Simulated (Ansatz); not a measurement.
**Rh: from a starting cell to a relaxed one**

The start is a generated cell, Rh placed in the AFLOW prototype A_tI4_139_e (as in Si). The structure is fully relaxed (lattice and positions, P = 0) with PBE (plane waves to 420 eV, PAW, scalar-relativistic; Ansatz, a program for electronic structure). The first steps use a coarse 15×15×15 k-mesh.

The start:
```
Rh
1.0
   -1.52285     1.52285     2.95764
    1.52285    -1.52285     2.95764
    1.52285     1.52285    -2.95764
Rh
2
Cartesian
  0.00000   0.00000   4.84462
  0.00000   0.00000   1.07067
```

```yaml
largest_initial_force: 1.22 eV/Å, on Rh1, Rh2 (atoms numbered as listed)
outcome: The space group stays I4/mmm (No. 139) (the run could not lower it), with 2 atoms in the primitive cell
energy_released: 1.35 eV/atom
volume_change: +12.7 %, from 13.72 to 15.46 Å³/atom
Shortest distances (start → end): "The closest pairs of elements (up to four, under 3.6 Å), start → end: Rh–Rh 2.14 → 2.43 Å"
band_gap_at_the_end: zero (metallic)
optimiser_moves: 26
```

Final values are on a 24×24×24 k-mesh of the relaxed cell. No spin polarisation in the result.

The run could not lose the symmetry of its start: the end is stationary, and may be a saddle point rather than a minimum.

The relaxed structure here is a generated cell of Rh: the first start was made by placing the elements on the sites of a structure type, and the end was not matched to a known phase here, so it may be hypothetical. Known forms of Rh include space group No. 225.
